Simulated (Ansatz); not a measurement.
Space group I4/mmm (No. 139). a = 4.112 Å, b = 4.112 Å, c = 10.130 Å, α = 90.00°, β = 90.00°, γ = 90.00°
```csv
atom,site,symmetry,x,y,z
Sr,2a,4/mmm,0.0000,0.0000,0.0000
Ni,4d,-4m2,0.0000,0.5000,0.2500
As,4e,4mm,0.5000,0.5000,0.1380
```

Equation of state of this SrNi$_{2}$As$_{2}$ structure (not necessarily the ground state), with shape and atoms relaxed at each volume where symmetry leaves them free. It has no gap at any of these volumes. Theory: Ansatz 0.2.0, DFT PBEsol, scalar-relativistic, plane waves, PAW.

Cutoff 420 eV; k points 12×12×12 on the computed 5-atom cell (Γ-centred); Gaussian smearing, width 0.10 eV; no spin polarisation.

```
V (Å³/atom) E − E(largest V) (meV/atom) P (GPa)
     15.071                        56.80    15.09
     15.585                        16.73    10.10
     16.098                        -8.81     5.99
     16.612                       -22.40     2.65
     17.126                       -26.43     0.01
     17.640                       -22.98    -1.87
     18.154                       -15.93    -2.83
     18.839                         0.00    -4.47
```

Question: Fit a third-order Birch–Murnaghan equation to E(V).

Answer: V0 = 17.16 Å³/atom, B0 = 70 GPa, B0' = 8.8.

Spin polarisation was left out, and a magnetic state may lie lower.

Cost: 8 runs of about 24 core-minutes in all, on Intel Xeon 6975P-C (Granite Rapids) (shared hosts).